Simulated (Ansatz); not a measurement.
SiGe:
```yaml
crystal:
  lattice:
    - [1.96053, 1.13191, 6.39185]
    - [-1.96053, 1.13191, 6.39185]
    - [0.00000, -2.26383, 6.39185]
  atoms:
    - { symbol: Si, position: [0.93885, 0.93885, 0.93885] }
    - { symbol: Si, position: [0.06115, 0.06115, 0.06115] }
    - { symbol: Ge, position: [0.43593, 0.43593, 0.43593] }
    - { symbol: Ge, position: [0.56407, 0.56407, 0.56407] }
```

Relaxed with PBEsol.

### Question
Give the optical modes at the zone centre with their infrared activity from DFPT, PBEsol (plane waves, PAW; program Ansatz).

### Answer
Transverse frequencies, without the LO–TO term; a row sums one degenerate level.

| ω (cm⁻¹) | degeneracy | IR ((D/Å)²/amu) | activity | symmetry |
|---|---|---|---|---|
| 73 | 2 | 0.00 | IR-inactive | Eg |
| 255 | 1 | 0.00 | IR-inactive | A1g |
| 295 | 1 | 0.06 | IR | A2u |
| 389 | 2 | 0.00 | IR-inactive | Eu |
| 411 | 2 | 0.00 | IR-inactive | Eg |
| 467 | 1 | 0.00 | IR-inactive | A1g |

Space group R-3m. The start of the workflow was typed in or built on a structure type; neither database checked (COD, Materials Project) lists it. Whether it is the stable phase at ambient conditions was not checked. The PBEsol relaxation kept the symmetry of its start; its stability against distortions is not shown here.

Potentials: the later of the program's two PAW sets.
